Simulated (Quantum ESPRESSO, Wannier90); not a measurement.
## Wannier functions of AlInSb2 (P-4m2)

```
CELL_PARAMETERS angstrom
      4.50617     0.00000     0.00000
      0.00000     4.50617     0.00000
      0.00000     0.00000     6.34882
ATOMIC_POSITIONS crystal
  Al 0.00000 0.00000 0.00000
  In 0.50000 0.50000 0.50000
  Sb 0.00000 0.50000 0.23337
  Sb 0.50000 0.00000 0.76663
```

Structure: Materials Project mp-1228890, symmetrised, not relaxed again. Not found in the COD (Crystallography Open Database) copy used; not checked further. Method: PBEsol plane waves in Quantum ESPRESSO 7.5 (PseudoDojo norm-conserving files, 64 Ry, no spin polarisation, no spin-orbit coupling), Bloch states on a 8×8×6 mesh through Γ, Wannier90 4.0.1. Density: 8×8×6 mesh, Gaussian smearing 0.01 Ry. Spin-orbit coupling is left out although heavy elements are present.

Base run: 16 functions from bands 16-41 of the 41 computed, start hydrogen-like Al: s;p; In: s;p; Sb: s;p, centres 0.05 Å off the atoms, frozen window up to 1.89 eV relative to the valence-band maximum, outer window open. One thing is changed at a time; window edges are relative to the valence-band maximum. The misfit compares interpolated bands with pw.x on a high-symmetry path, for states up to 1.4 eV relative to the valence-band maximum. Converged means that the tolerances were met: symmetric starts can stop on a saddle, which shows as a larger Ω_OD at equal Ω_I and can move the misfit too.

| setting | functions | frozen to (eV) | Ω_I (Å²) | Ω_D (Å²) | Ω_OD (Å²) | rms misfit (meV) | worst (meV) | ended |
|---|---|---|---|---|---|---|---|---|
| base | 16 | 1.89 | 33.20 | 0.05 | 3.95 | 2.4 | 42 | converged |

Problem. Starting from this base row, predict which settings stop with an error, and how Ω_I and the misfit move in the others: frozen window to 5.89 eV; frozen window to 0.89 eV; frozen window to -0.11 eV; frozen window to 6.36 eV; no frozen window; outer window to 10.55 eV; outer window to 8.85 eV.

Solution. 
```tsv
setting	functions	frozen to (eV)	Ω_I (Å²)	Ω_D (Å²)	Ω_OD (Å²)	rms misfit (meV)	worst (meV)	ended
frozen window to 5.89 eV	16	5.89	–	–	–	–	–	stops: too many frozen states
frozen window to 0.89 eV	16	0.89	30.75	0.02	3.80	94	727	converged
frozen window to -0.11 eV	16	-0.11	30.70	0.02	3.79	115	724	converged
frozen window to 6.36 eV	16	6.36	–	–	–	–	–	stops: too many frozen states
no frozen window	16	none	29.86	0.01	3.39	161	913	converged
outer window to 10.55 eV	16	1.89	38.44	0.08	4.62	2.0	32	converged
outer window to 8.85 eV	16	1.89	46.59	0.14	6.37	1.6	12	converged
```
